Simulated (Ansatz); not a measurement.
A generator proposed this cell of Zn2Si3N.

Space group P6/mmm (No. 191). a = 5.359 Å, b = 5.359 Å, c = 3.235 Å, α = 90.00°, β = 90.00°, γ = 120.00°
```csv
atom,site,symmetry,x,y,z
Zn,2c,-6m2,0.3333,0.6667,0.0000
Si,3g,mmm,0.5000,0.0000,0.5000
N,1a,6/mmm,0.0000,0.0000,0.0000
```

The calculation used DFT PBE, scalar-relativistic, plane waves, PAW (Ansatz). Settings: cutoff 420 eV, Γ-centred mesh 6×6×6 on the computed 6-atom cell, Gaussian smearing of 0.10 eV; collinear spin from starting moments 0.0 0.0 0.0 0.0 0.0 1.0 μB.

The zero of energy is the elements' standard structures at the same level (N₂ as a molecule); no fitted shifts are applied.

Question: How far from equilibrium is it?

Answer: The pressure is 38.1 GPa (the mean over three directions, positive in compression), the largest force is 0.00 eV/Å (symmetry fixes the atoms), and the energy is +1.82 eV/atom against the elements. The shortest distance is 2.24 Å.

Question: How much does it gain on relaxing, and where does it end?

Answer: Relaxing gains about 0.75 eV/atom (the start's value is from the coarse mesh, so the gain is rough) in 21 ionic steps and ends at +1.06 eV/atom on the finer mesh. The symmetry stays P6/mmm (No. 191). The volume per atom grows by 19.4 %, from 13.4 to 16.0 Å³. The shortest distance goes from 2.24 Å (Zn–Si) to 2.37 Å (Si–Si). The ratio c/a of the conventional cell changes by a factor of 1.72. Conventional cell: a = 4.750 Å, c = 4.918 Å. Zn has 3 N at 2.74 Å, 3 Zn at 2.74 Å and 6 Si at 2.82 Å; around Si lie 4 Si at 2.37 Å and 4 Zn at 2.82 Å; N is surrounded by 6 Zn at 2.74 Å (long against covalent radii, as for large ions).

The last run used collinear spin, a 12×12×8 mesh (in the run's order of axes) for its 6-atom cell and Gaussian smearing of 0.10 eV. Another magnetic order may lie lower. The relaxation can't lower the symmetry of the start. A structure relaxed within its symmetry needn't be a true minimum. Another cell of Zn2Si3N relaxed alike but without spin, in P-3m1, lies 0.69 eV/atom lower, so this cell isn't the stable form at this level.
